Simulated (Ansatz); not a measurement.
## Property card for YTiGe

YTiGe:
Space group I4/mmm (No. 139); a = 4.0664 Å, b = 4.0664 Å, c = 15.2786 Å, α = 90.00°, β = 90.00°, γ = 90.00°

```csv
atom,site,symmetry,x,y,z
Ge,4e,4mm,0.0000,0.0000,0.1219
Ti,4c,mmm.,0.0000,0.5000,0.0000
Y,4e,4mm,0.0000,0.0000,0.3269
```
(The calculation used a cell of 6 atoms; values per cell refer to that cell.)

Space group I4/mmm (No. 139); conventional cell a = b = 4.0664 Å, c = 15.2786 Å, α = β = γ = 90.00°.

Method: DFT-r²SCAN in the program Ansatz with PAW potentials. Structure relaxed to zero pressure with the same functional. Other levels are named where they apply.

### Cell and energy

```
Quantity                                                      Result
-----------------------------------------------------  -------------
Volume per atom                                             21.05 Å³
Density                                                   5.51 g/cm³
Formation energy from the elements (no fitted shifts)  -0.75 eV/atom
```

### Electronic structure

```
Property                                                                    Value
------------------------------------  -------------------------------------------
Electronic character                                            metallic (no gap)
Density of states at the Fermi level  1.4 states/eV per atom (mean over ±0.08 eV)
```

### Charges

```
Item                                   Value
-------------  -----------------------------
Bader charges  Ge -2.24, Ti +0.71, Y +1.54 e
```

The workflow started from an entry of the Crystallography Open Database (COD), which files this formula under 2 space groups. Its standing as an ambient phase is unchecked. Symmetry was held in the r²SCAN relaxation; its stability against distortions is not shown here. No spin polarisation was allowed. The references are the lowest solids computed at this level, not always the standard phases. Spin–orbit coupling is left out wherever it is not named.

Potentials: the later of the program's two PAW sets.
